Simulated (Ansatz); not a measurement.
SeBr:
```cif
data_Br4Se4
_chemical_formula_sum 'Br4 Se4'
_space_group_name_H-M_alt 'P 1'
_space_group_IT_number 1
_cell_length_a 4.19028
_cell_length_b 4.19028
_cell_length_c 14.56409
_cell_angle_alpha 90.000
_cell_angle_beta 90.000
_cell_angle_gamma 75.689
loop_
_space_group_symop_operation_xyz
  'x, y, z'
loop_
_atom_site_label
_atom_site_type_symbol
_atom_site_fract_x
_atom_site_fract_y
_atom_site_fract_z
_atom_site_occupancy
Br1 Br 0.06537 0.05979 0.16766 1
Br2 Br 0.94021 0.93463 0.83234 1
Br3 Br 0.56537 0.55979 0.33234 1
Br4 Br 0.44021 0.43463 0.66766 1
Se1 Se 0.81336 0.44415 0.05068 1
Se2 Se 0.55585 0.18664 0.94932 1
Se3 Se 0.31336 0.94415 0.44932 1
Se4 Se 0.05585 0.68664 0.55068 1
```

Relaxed with r²SCAN+D4.

**Question.** Which orbitals make up the states near the band edges in r²SCAN+D4 (plane waves, PAW; program Ansatz)?

**Answer.** Top 1 eV of the valence band: Br 4p 49 %, Se 4p 48 %. Bottom 1 eV of the conduction band: Se 4p 56 %, Br 4p 36 %. Projections are on Löwdin-orthogonalised atomic valence shells; empty p or d shells of many metals are not among them.

**Question.** Tabulate the density of states.

**Answer.** States/eV per cell of 8 atoms, in 0.25 eV bins, energy from the valence-band maximum.

| E (eV) | total | Br 4p | Se 4p | Se 4s |
|---|---|---|---|---|
| -7.86 | 0.00 | 0.00 | 0.00 | 0.00 |
| -7.61 | 0.00 | 0.00 | 0.00 | 0.00 |
| -7.36 | 0.00 | 0.00 | 0.00 | 0.00 |
| -7.11 | 0.00 | 0.00 | 0.00 | 0.00 |
| -6.86 | 0.00 | 0.00 | 0.00 | 0.00 |
| -6.61 | 0.00 | 0.00 | 0.00 | 0.00 |
| -6.36 | 0.00 | 0.00 | 0.00 | 0.00 |
| -6.11 | 0.00 | 0.00 | 0.00 | 0.00 |
| -5.86 | 0.00 | 0.00 | 0.00 | 0.00 |
| -5.61 | 0.00 | 0.00 | 0.00 | 0.00 |
| -5.36 | 3.84 | 1.36 | 2.29 | 0.04 |
| -5.11 | 7.73 | 2.99 | 4.34 | 0.05 |
| -4.86 | 3.68 | 1.53 | 1.96 | 0.02 |
| -4.61 | 8.33 | 3.03 | 4.90 | 0.14 |
| -4.36 | 5.59 | 1.99 | 3.29 | 0.16 |
| -4.11 | 6.48 | 2.22 | 3.85 | 0.27 |
| -3.86 | 5.29 | 1.94 | 2.97 | 0.27 |
| -3.61 | 4.57 | 1.59 | 2.64 | 0.27 |
| -3.36 | 2.24 | 0.57 | 1.50 | 0.13 |
| -3.11 | 0.25 | 0.05 | 0.19 | 0.01 |
| -2.86 | 2.99 | 2.17 | 0.72 | 0.07 |
| -2.61 | 8.75 | 6.17 | 2.31 | 0.18 |
| -2.36 | 7.85 | 5.61 | 2.01 | 0.14 |
| -2.11 | 12.84 | 9.02 | 3.46 | 0.21 |
| -1.86 | 10.27 | 8.12 | 1.89 | 0.15 |
| -1.61 | 5.98 | 5.14 | 0.71 | 0.06 |
| -1.36 | 11.02 | 8.60 | 2.15 | 0.16 |
| -1.11 | 4.77 | 3.46 | 1.16 | 0.09 |
| -0.86 | 5.76 | 2.69 | 2.88 | 0.13 |
| -0.61 | 10.19 | 5.15 | 4.73 | 0.19 |
| -0.36 | 9.17 | 4.44 | 4.50 | 0.12 |
| -0.11 | 6.42 | 3.12 | 3.17 | 0.06 |
| 0.14 | 0.00 | 0.00 | 0.00 | 0.00 |
| 0.39 | 0.00 | 0.00 | 0.00 | 0.00 |
| 0.64 | 0.00 | 0.00 | 0.00 | 0.00 |
| 0.89 | 0.00 | 0.00 | 0.00 | 0.00 |
| 1.14 | 0.00 | 0.00 | 0.00 | 0.00 |
| 1.39 | 0.00 | 0.00 | 0.00 | 0.00 |
| 1.64 | 0.73 | 0.28 | 0.39 | 0.02 |
| 1.89 | 4.42 | 1.71 | 2.35 | 0.14 |
| 2.14 | 7.12 | 2.75 | 3.80 | 0.23 |
| 2.39 | 6.62 | 2.26 | 3.85 | 0.17 |
| 2.64 | 5.94 | 1.87 | 3.63 | 0.13 |
| 2.89 | 6.93 | 2.03 | 4.42 | 0.14 |
| 3.14 | 0.24 | 0.07 | 0.16 | 0.01 |
| 3.39 | 0.92 | 0.04 | 0.77 | 0.04 |
| 3.64 | 2.57 | 0.17 | 2.10 | 0.11 |
| 3.89 | 5.88 | 0.53 | 4.69 | 0.21 |
| 4.14 | 3.71 | 0.36 | 2.96 | 0.13 |
| 4.39 | 2.92 | 0.31 | 2.32 | 0.11 |
| 4.64 | 0.00 | 0.00 | 0.00 | 0.00 |
| 4.89 | 0.00 | 0.00 | 0.00 | 0.00 |
| 5.14 | 0.00 | 0.00 | 0.00 | 0.00 |
| 5.39 | 0.00 | 0.00 | 0.00 | 0.00 |
| 5.64 | 0.00 | 0.00 | 0.00 | 0.00 |
| 5.89 | 0.00 | 0.00 | 0.00 | 0.00 |
| 6.14 | 0.00 | 0.00 | 0.00 | 0.00 |
| 6.39 | 0.00 | 0.00 | 0.00 | 0.00 |

Space group Aea2. The workflow started from an entry of the Crystallography Open Database (COD), which files this formula under 2 space groups. Whether it is the stable phase at ambient conditions was not checked. Symmetry was held in the r²SCAN+D4 relaxation; its stability against distortions is not shown here. Scalar-relativistic: spin–orbit coupling is off unless named, which matters more the heavier the elements.

Potentials: the later of the program's two PAW sets.
